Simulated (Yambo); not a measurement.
Material: AlN (wurtzite, space group P6_3mc, No. 186); a = b = 3.1286 Å, c = 5.0170 Å, α = β = 90.00°, γ = 120.00° (4 atoms in the cell). The geometry is that of Materials Project entry mp-661, symmetrised and not relaxed again.

With PBE (Quantum ESPRESSO, PseudoDojo norm-conserving, 84 Ry, without SOC), the gap between the mesh's edge points (Γ → Γ) is 4.055 eV.

Q: What does a G0W0 run in Yambo give for it (6×6×4 Γ-centred k mesh, 77 bands and a 8 Ry block in the screening, 77 bands in G with the Bruneval-Gonze terminator, plasmon pole fitted at 27.2 eV)?

A: The correction is 1.323 eV, giving 5.378 eV, 1.3 times the PBE value.  Convergence of the G0W0 settings was not tested.
